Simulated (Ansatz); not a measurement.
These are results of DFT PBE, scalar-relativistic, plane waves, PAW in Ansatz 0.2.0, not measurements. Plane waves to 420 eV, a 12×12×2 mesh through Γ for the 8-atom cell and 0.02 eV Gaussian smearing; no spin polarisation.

Energies over the elements count from the elements' standard structures at the same level, with no fitted energy shifts.

Question: Suggest a trial structure for a trigonal semiconductor with formula Zn₄Se₃S, with a gap near 1.2 eV, a formation energy near −0.73 eV/atom and about 23 Å³ per atom, in a cell of 8 atoms.

Answer: Zn₄Se₃S, space group P3m1 (No. 156). Around Zn on its first site lie 1 S at 2.36 Å and 3 Se at 2.47 Å; Zn on its second site is surrounded by 4 Se at 2.46–2.48 Å; Se on its first site has 4 Zn at 2.46–2.48 Å; S has 4 Zn at 2.36–2.42 Å; 4 more sites not described.

```
Zn Se S
1.0
     3.99922    0.00000    0.00000
    -1.99961    3.46343    0.00000
     0.00000    0.00000   13.10579
Zn Se S
4 3 1
Direct
  0.00000 0.00000 0.00805
  0.00000 0.00000 0.49785
  0.33333 0.66667 0.24228
  0.66667 0.33333 0.75262
  0.00000 0.00000 0.68684
  0.33333 0.66667 0.43233
  0.66667 0.33333 0.94206
  0.00000 0.00000 0.18797
```

- Volume per atom: 22.69 Å³
- Density: 4.85 g/cm³
- Energy over the elements: −0.730 eV/atom
- Gap on the 12×12×2 mesh of the 8-atom cell: 1.23 eV

The cell was found from a structure generator's guess, not taken from experiment. Other answers may fit too; this one was computed.

Kohn–Sham gaps at this level usually fall short of measured ones. The reference forms of S and Se are held partly by dispersion forces, which this level lacks. A later test with randomly moved atoms came back to the same energy, though modes that don't fit the test's cell weren't probed.
